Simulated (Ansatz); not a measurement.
## Calculated with Ansatz: Mn2As2H, settings compared

Launch command:

```bash
ansatz run input.yaml --threads 1 --pin off --max-ram 2560MiB --backend cpu --events-out ev --progress --plain --runs-dir out
```

input.yaml:

```yaml
crystal:
  lattice:
    - [1.991577, 3.44951, 0.0]
    - [-1.991577, 3.44951, 0.0]
    - [0.0, 0.0, 6.563817]
  atoms:
    - { symbol: As, position: [0.3333, 0.3334, 0.26] }
    - { symbol: As, position: [0.6667, 0.6666, 0.74] }
    - { symbol: Mn, position: [0.3333, 0.3334, 0.62] }
    - { symbol: Mn, position: [0.6667, 0.6666, 0.38] }
    - { symbol: H, position: [0.0, 0.0, 0.0] }
  symmetry: { tolerance: 0.0003 }
kpoints:
  mp_grid: { grid: [5, 5, 3], shift: [0, 0, 0] }
magnetization:
  spin_polarized: false
scf:
  occupations: { method: fermi_dirac, width: 0.1255 }
hamiltonian:
  pseudopotentials: { kind: paw }
  xc: pbe
basis:
  ecutwfc: 420
output:
  forces: true
  stress: true
  eigenvalues: true
relax:
  max_steps: 40
  cell: {}
```

Origin of the cell: a known structure type with other elements, at an estimated volume, so it need not be a known compound.

Output of this run (shortened):

```
Warning: the atoms were moved onto the symmetric positions of the space group found under crystal.symmetry.tolerance 3.0e-4 (fractional; no operation is sought that the atoms, as they stand i […]
Pseudopotentials: kind: paw
Pseudopotential: As, paw, valence charge 15, recommended cutoff 420 eV (normal), As.paw.azcp
Pseudopotential: Mn, paw, valence charge 15, recommended cutoff 420 eV (normal), Mn.paw.azcp
Pseudopotential: H, paw, valence charge 1, recommended cutoff 420 eV (normal), H.paw.azcp
Functional definition: PBE
  exchange = pbe_x(kappa = kappa, mu = beta*pi^2/3)
  correlation = pbe_c(beta = beta)
Crystal: 5 atoms, lattice volume = 90.186 Å³
Basis set: ecut = 420 eV, 1761 PW (Γ), exchange–correlation on 54×54×90 points (8 copies of the dense FFT grid, shifted against one another)
Bands: 37, of which v1, the nominal top of the filled ones, is band 31 counted from 1 (30 counted from 0)
Symmetry: 12 space group operations
[… 8 lines left out …]
Initial density: superposition of atomic densities (neutral atoms: chi_scale 0, normalization atom), corrected by the library's trained network
Functional: x = pbe(κ = 0.804, μ = 0.219515), c = pbe(β = 0.066725)
SCF iter   1: F=—  HF=-17522.236396 eV  Δρ=1.14e-2  dr2=1.66e-1
SCF iter   2: F=—  HF=-17522.229278 eV  Δρ=4.71e-3  dr2=1.61e-2
SCF iter   3: F=—  HF=-17522.229118 eV  Δρ=2.42e-3  dr2=3.94e-3
SCF iter   4: F=—  HF=-17522.228663 eV  Δρ=4.09e-4  dr2=1.80e-4
SCF iter   5: F=—  HF=-17522.228661 eV  Δρ=2.76e-4  dr2=7.79e-5
SCF iter   6: F=—  HF=-17522.228656 eV  Δρ=1.35e-4  dr2=2.36e-5
SCF iter   7: F=—  HF=-17522.228656 eV  Δρ=6.35e-5  dr2=4.16e-6
SCF iter   8: F=—  HF=-17522.228655 eV  Δρ=1.22e-5  dr2=1.66e-7
SCF iter   9: F=-17522.228655 eV  HF=-17522.228655 eV  Δρ=2.91e-6  dr2=7.76e-9
relax step   1: F+E_penalty+E_count = -17522.228655 eV  Δ(F+E_penalty+E_count) = +0.000e0 eV  max|allowed force component| = 3.983e-1 eV/Å  Δτ_max = 0.0000 Å  P = -9.633 GPa  Ω = 90.186 Å³  ( […]
relax step   2: F+E_penalty+E_count = -17522.878515 eV  Δ(F+E_penalty+E_count) = -6.499e-1 eV  max|allowed force component| = 6.158e-1 eV/Å  Δτ_max = 0.1062 Å  P = -4.209 GPa  Ω = 79.266 Å³ […]
relax step   3: F+E_penalty+E_count = -17523.432712 eV  Δ(F+E_penalty+E_count) = -5.542e-1 eV  max|allowed force component| = 5.662e-1 eV/Å  Δτ_max = 0.1528 Å  P = +0.345 GPa  Ω = 71.252 Å³ […]
relax step   4: F+E_penalty+E_count = -17523.554843 eV  Δ(F+E_penalty+E_count) = -1.221e-1 eV  max|allowed force component| = 1.754e0 eV/Å  Δτ_max = 0.1744 Å  P = +5.858 GPa  Ω = 66.920 Å³  e […]
relax step   5: F+E_penalty+E_count = -17523.720715 eV  Δ(F+E_penalty+E_count) = -1.659e-1 eV  max|allowed force component| = 3.037e-1 eV/Å  Δτ_max = 0.1008 Å  P = -0.879 GPa  Ω = 69.929 Å³ […]
[… 2 lines left out …]
relax step   8: F+E_penalty+E_count = -17523.770911 eV  Δ(F+E_penalty+E_count) = +6.591e-5 eV  max|allowed force component| = 3.844e-2 eV/Å  Δτ_max = 0.0044 Å  P = +0.190 GPa  Ω = 69.472 Å³ […]
relax step   9: F+E_penalty+E_count = -17523.771053 eV  Δ(F+E_penalty+E_count) = -7.583e-5 eV  max|allowed force component| = 3.888e-3 eV/Å  Δτ_max = 0.0019 Å  P = -0.035 GPa  Ω = 69.510 Å³ […]
relax step  10: F+E_penalty+E_count = -17523.768129 eV  Δ(F+E_penalty+E_count) = +2.924e-3 eV  max|allowed force component| = 3.835e-3 eV/Å  Δτ_max = 0.0000 Å  P = -0.042 GPa  Ω = 69.510 Å³  stress off target by 5.94e-2 GPa […]
relax step  11: F+E_penalty+E_count = -17523.768146 eV  Δ(F+E_penalty+E_count) = -1.790e-5 eV  max|allowed force component| = 4.463e-4 eV/Å  Δτ_max = 0.0001 Å  P = +0.005 GPa  Ω = 69.483 Å³ […]
relax step  12: F+E_penalty+E_count = -17523.768128 eV  Δ(F+E_penalty+E_count) = +1.849e-5 eV  max|allowed force component| = 4.286e-4 eV/Å  Δτ_max = 0.0000 Å  P = +0.005 GPa  Ω = 69.483 Å³  stress off target by 6.30e-3 GPa […]
SCF 12 converged in 9 iterations: F = -17523.768128 eV  dr2 = 2.87e-15
basis re-selected at this cell: Δ(F+E_penalty+E_count) = +1.849e-5 eV, ΔP = +0.000 GPa vs the last step (what re-selecting the basis moved, of the pressure what is left beyond the Pulay corre […]
SCF converged after 9 iterations
Free energy (F): -17523.768128 eV
Harris-Foulkes:  -17523.768128 eV  (|F-HF|=3.64e-12)
Internal energy: -17523.583914 eV  (E = F + TS)
E sigma→0 (E₀):  -17523.676021 eV
Entropy (-TS):   -0.184214 eV (-36.843 meV/atom)
Fermi energy:    12.420016 eV
--- Per-component energies (eV) ---
  E_band       = -936.728464
  E_kinetic    = 836.616900
  E_local      = -8756.878925  (includes V_loc(G=0)·N_el)
  E_nonlocal   = -861.261758
  E_hartree    = 4219.469867
  E_xc         = -396.970145
  E_vxc        = -464.255893  (∫ρ·V_xc dr)
  E_paw        = -6267.784049  (= ΣΔE_a)
  E_vpaw       = -129.887604  (= ΣTr[D̂ρ^β])
  E_aug_tail   = -0.000923  (compensation charges beyond the density's cutoff)
  E_ewald      = -6296.774882
  E_smearing   = -0.184214  (= −TS)
  Σ components = -17523.768128   (vs F -17523.768128, Δ=0.00e0)
--- Forces (eV/Å), atoms counted from 1 ---
  atom   1  As    -0.000000     0.000000    -0.000429
  atom   2  As     0.000000    -0.000000     0.000429
  atom   3  Mn    -0.000000     0.000000    -0.000003
  atom   4  Mn     0.000000    -0.000000     0.000003
  atom   5  H      0.000000    -0.000000     0.000000
  max |Σ_I F_I| component: 4.63e-18 eV/Å
--- Stress (GPa, compression-positive) ---
        0.004636       0.000000       0.000000
        0.000000       0.004636       0.000000
        0.000000       0.000000       0.006302
  P = ⅓ Tr σ = 0.0052 GPa (0.052 kbar)
--- Relaxed structure (10 steps of the walk, 9 accepted, 2 SCFs on fresh bases) ---
  F+E_penalty+E_count = -17523.768128 eV   max|allowed force component| = 4.286e-4 eV/Å   (the final SCF, on the basis selected at the relaxed cell)
  cell:  # Å, volume = 69.4831 Å³
    - [1.693885, 2.933896, -1.244e-17]
    - [-1.693885, 2.933896, 1.244e-17]
    - [-4.102e-17, 0.0, 6.990696]
  atoms:
    - { symbol: As, position: [0.333333, 0.333333, 0.214581] }
    - { symbol: As, position: [0.666667, 0.666667, 0.785419] }
    - { symbol: Mn, position: [0.333333, 0.333333, 0.579317] }
    - { symbol: Mn, position: [0.666667, 0.666667, 0.420683] }
    - { symbol: H, position: [0.0, 0.0, 1.123e-19] }
```

The same input was run again with these changes:

1. `scf.n_extra_bands` default → 32
2. `scf.mixing.algorithm` default → anderson; `scf.mixing.beta` default → 0.7; `scf.mixing.ndim` default → 16
3. `basis.ecutwfc` 420 → "14.7 Ry"
4. `hamiltonian.hubbard` default → { sites: [{ species: Mn, l: d, u_eff: 6.0 }], double_counting: fll }

| run | end | SCF iterations | volume (Å³/atom) | max force component (eV/Å) | gap on mesh (eV) | moment (μB) | ΔE(σ→0) (meV/atom) |
| --- | --- | --- | --- | --- | --- | --- | --- |
| base | converged | 97 | 13.90 | 0.000 | – | – | 0 |
| 1 | converged | 98 | 13.90 | 0.000 | – | – | 0.00 |
| 2 | converged | 112 | 13.90 | 0.000 | – | – | 0.00 |
| 3 | relaxation steps ran out | 290 | – | – | – | – | – |
| 4 | converged | 194 | 14.86 | 0.001 | – | – | – |

Energies are compared only where functional, datasets, charge and starting cell are the same.

Caveats of the base run: no spin polarisation, so a magnetic state may lie lower; the k mesh is coarse if the cell is a metal; the relaxation held the start's symmetry, so the end may be a saddle point.

The base run ran for 30 s of wall time on 1 CPU thread(s) of a shared host, from the program's own first density.
